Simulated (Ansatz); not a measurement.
A geometry of Pb away from equilibrium: the start of the relaxation of a generated cell, Pb built in the AFLOW prototype A_cI16_206_c (as in Si). The numbers are results of r2SCAN (plane waves to 500 eV, PAW, scalar-relativistic; Ansatz, a quantum-chemistry and plane-wave program), not measurements. Γ-centred k-mesh 6×6×6 on the run's cell (coarser than for final values), Fermi–Dirac smearing 0.05 eV.

```xyz
8
Lattice="-4.0801 4.0801 4.0801 4.0801 -4.0801 4.0801 4.0801 4.0801 -4.0801" Properties=species:S:1:pos:R:3 pbc="T T T"
Pb     1.2232     1.2232     1.2232
Pb    -1.2232     2.8569     1.2232
Pb     2.8569     1.2232    -1.2232
Pb     1.2232    -1.2232     2.8569
Pb     2.8569     2.8569     2.8569
Pb     1.2232     5.3033    -1.2232
Pb     5.3033    -1.2232     1.2232
Pb    -1.2232     1.2232     5.3033
```

Q: Predict the force on each atom, in eV/Å.

A: 
```tsv
atom	Fx	Fy	Fz
Pb1	-0.50	-0.50	-0.50
Pb2	0.50	0.50	-0.50
Pb3	0.50	-0.50	0.50
Pb4	-0.50	0.50	0.50
Pb5	0.50	0.50	0.50
Pb6	-0.50	-0.50	0.50
Pb7	-0.50	0.50	-0.50
Pb8	0.50	-0.50	-0.50
```

Q: What is the pressure?

A: +5.5 GPa, compression positive.

Q: How much energy per atom can still be gained by relaxing?

A: 0.08 eV/atom; the path ends in Ia-3 (No. 206) (AFLOW prototype A_cI16_206_c (as in Si)).

No spin polarisation in the result.

The run could not lose the symmetry of its start: the end is stationary, and may be a saddle point rather than a minimum.

The end of the path is a generated cell of Pb: the first start was made by placing the elements on the sites of a structure type, and the end was not matched to a known phase here, so it may be hypothetical. Known forms of Pb include space group No. 225.
